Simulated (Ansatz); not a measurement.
ReC (rock salt, space group No. 225) at seven volumes, plane-wave PAW PBE (Ansatz code), scaled uniformly. One row is withheld.

| V (Å³/atom) | P (GPa) |
|---|---|
| 9.341 | 43.05 |
| 9.649 | 26.32 |
| 9.957 | ? |
| 10.265 | 0.00 |
| 10.573 | -10.22 |
| 10.881 | -18.88 |
| 11.189 | -26.23 |

Q: Fit the shown pressures and predict the withheld one.

A: Third-order Birch–Murnaghan: P = (3/2)B₀(x^(7/2) − x^(5/2))[1 + (3/4)(B′ − 4)(x − 1)] with x = (V₀/V)^(2/3). Least squares on the six rows gives V₀ = 10.265 Å³/atom, B₀ = 369.3 GPa, B′ = 4.48. At V = 9.957, x = 1.0205 and P = 12.05 GPa. The run itself gave 12.09 GPa.

Space group Fm-3m (rock salt). The start of the workflow was typed in or built on a structure type; neither database checked (COD, Materials Project) lists it. Whether it is the stable phase at ambient conditions was not checked. The cell was relaxed with PBE under the symmetry of its start; whether a distortion lowers the energy is not shown. No spin polarisation was allowed. Its formation energy is positive at this level, so the cell may be metastable or incomplete. Spin–orbit coupling is left out wherever it is not named.

Potentials: the later of the program's two PAW sets.
